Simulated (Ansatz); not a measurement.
B2AsN, ordered on the zincblende lattice (I-42d) with 8 atoms a cell at its r2SCAN geometry, run in the PAW code Ansatz at 2 levels of theory. The calculation is spin-unpolarised, and the structure need not be a phase that has been made.

The r2SCAN input:
```yaml
crystal:
  lattice:
    - [-2.1211533955, 2.1211533955, 4.1533937131]
    - [2.1211533955, -2.1211533955, 4.1533937131]
    - [2.1211533955, 2.1211533955, -4.1533937131]
  atoms:
    - { symbol: "N", position: [0.0, 0.0, 0.0] }
    - { symbol: B, position: [0.625, 0.7001349977, 0.5751349977] }
    - { symbol: "N", position: [0.25, 0.75, 0.5] }
    - { symbol: B, position: [0.9501349977, 0.375, 0.0751349977] }
    - { symbol: As, position: [0.5, 0.5, 0.0] }
    - { symbol: B, position: [0.125, 0.0498650023, 0.4248650023] }
    - { symbol: As, position: [0.75, 0.25, 0.5] }
    - { symbol: B, position: [0.2998650023, 0.875, -0.0751349977] }
kpoints:
  mp_grid: { grid: [8, 8, 8] }
  band_path:
    path:
      - [0.0, 0.0, 0.0]
      - [0.0, 0.0, 0.5]
      - [0.25, 0.25, 0.25]
      - [0.0, 0.5, 0.0]
      - [0.5, 0.5, -0.5]
      - [0.3152045586, 0.6847954414, -0.3152045586]
      - [-0.3152045586, 0.3152045586, 0.3152045586]
      - [-0.1304091172, 0.1304091172, 0.5]
      - [0.5, 0.5, -0.1304091172]
      - [-0.041667, 0.036458, -0.036458]
    npoints: 1
hamiltonian:
  xc: r2scan
scf:
  occupations: { method: fixed }
  n_extra_bands: 6
output:
  forces: true
  stress: true
  eigenvalues: true
```

Main results, then, where recorded, the levels near the gap in eV from the Fermi energy (columns number the bands from 0), one row a point of the path (Γ, X, P, N, M, S, S₀, R, G, (-0.042, 0.036, -0.036)):
```
Crystal: 8 atoms, lattice volume = 74.749 Å³
Symmetry: 8 space group operations
Space group: I-42d (ITA 122)
```
```
Basis set: ecut = 500 eV, 1911 PW (Γ)
k-points: 59 of 512 (time reversal used)
SCF converged after 7 iterations
Free energy (F): -11126.219462 eV
Fermi energy:    11.514106 eV
--- Forces (eV/Å), atoms counted from 1 ---
  atom   1  N       0.00000      0.00000      0.00000
  atom   2  B     -0.00010      0.00000      0.00000
  atom   3  N       0.00000      0.00000      0.00000
  atom   4  B       0.00000    -0.00010      0.00000
  atom   5  As      0.00000      0.00000      0.00000
  atom   6  B       0.00010      0.00000      0.00000
  atom   7  As      0.00000      0.00000      0.00000
  atom   8  B       0.00000      0.00010      0.00000
--- Stress (GPa, compression-positive) ---
       -0.001571       0.000000       0.000000
        0.000000      -0.001571       0.000000
        0.000000       0.000000      -0.001060
  P = ⅓ Tr σ = -0.0014 GPa (-0.014 kbar)
```
```tsv
band_22	band_23	band_24	band_25	band_26	band_27	band_28
-3.810	-0.096	-0.096	-0.034	2.417	3.320	5.832
-1.635	-1.635	-0.456	-0.456	4.154	4.154	6.611
-1.422	-1.422	-1.123	-1.123	4.473	4.473	6.767
-3.640	-2.615	-2.224	-0.320	4.272	5.658	6.006
-2.350	-2.350	-1.318	-1.318	2.899	2.899	3.689
-3.452	-2.479	-1.293	-0.600	3.138	5.026	5.820
-3.452	-2.479	-1.293	-0.600	3.138	5.026	5.820
-1.742	-1.742	-0.905	-0.905	4.565	4.565	6.496
-1.742	-1.742	-0.905	-0.905	4.565	4.565	6.496
-3.847	-0.275	-0.241	0.009	2.646	3.471	5.656
```

r2SCAN gives an indirect gap of 2.41 eV, from k = (-0.042, 0.036, -0.036) to Γ; the least direct gap is 2.45 eV at Γ.

**Question.** Another run on the same cell gave
```
Basis set: ecut = 420 eV, 1469 PW (Γ)
k-points: 30 of 216 (time reversal used)
hybrid outer 1: dexx = +2.223e-2 eV, tail = 1.31e-4 eV
hybrid outer 2: dexx = +1.504e-6 eV, tail = 5.52e-8 eV, Δε = 1.71e-3 eV, ΔF = 3.39e-3 eV/Å
hybrid SCF converged: 2 outer / 12 inner (+4 warm-up)
Free energy (F): -11107.639193 eV
Fermi energy:    10.676027 eV
--- Forces (eV/Å), atoms counted from 1 ---
  atom   1  N       0.00000      0.00000      0.00000
  atom   2  B       0.15987      0.00000      0.00000
  atom   3  N       0.00000      0.00000      0.00000
  atom   4  B       0.00000      0.15987      0.00000
  atom   5  As      0.00000      0.00000      0.00000
  atom   6  B     -0.15987      0.00000      0.00000
  atom   7  As      0.00000      0.00000      0.00000
  atom   8  B       0.00000    -0.15987      0.00000
--- Stress (GPa, compression-positive) ---
       -2.611189       0.000000       0.000000
        0.000000      -2.611189       0.000000
        0.000000       0.000000      -3.385990
  P = ⅓ Tr σ = -2.8695 GPa (-28.695 kbar)
```
```tsv
band_22	band_23	band_24	band_25	band_26	band_27	band_28
-3.905	-0.071	-0.071	-0.052	3.701	4.727	7.474
-1.666	-1.666	-0.393	-0.393	5.626	5.626	8.142
-1.436	-1.436	-1.080	-1.080	5.951	5.951	8.293
-3.806	-2.684	-2.238	-0.266	5.682	7.044	7.518
-2.380	-2.380	-1.239	-1.239	4.205	4.205	5.097
-3.572	-2.508	-1.297	-0.543	4.487	6.467	7.303
-3.572	-2.508	-1.297	-0.543	4.487	6.467	7.303
-1.770	-1.770	-0.871	-0.871	6.047	6.047	8.008
-1.770	-1.770	-0.871	-0.871	6.047	6.047	8.008
-3.947	-0.271	-0.216	0.016	3.941	4.884	7.216
```
Which level of theory and mesh gave it?

**Answer.** It is PBE0, judged by the exchange loop and the size of the gap (a near hybrid could fit too), on 6×6×6; the blocks that differ from the first input, but for the band path:
```yaml
kpoints:
  mp_grid: { grid: [6, 6, 6] }
hamiltonian:
  xc: pbe0
```
With PBE0 the valence top lies at k = (-0.042, 0.036, -0.036) and the conduction bottom at Γ, 3.68 eV higher; the smallest vertical gap, at Γ, is 3.75 eV. With the atoms held, the mean pressure is -2.9 GPa (compression positive). The stress of a hybrid is loosely converged here.

The hybrids run on coarser meshes, which limits their stresses and small splittings of levels.

Totals of different functionals can't be compared.

The runs are scalar-relativistic, without spin-orbit coupling.
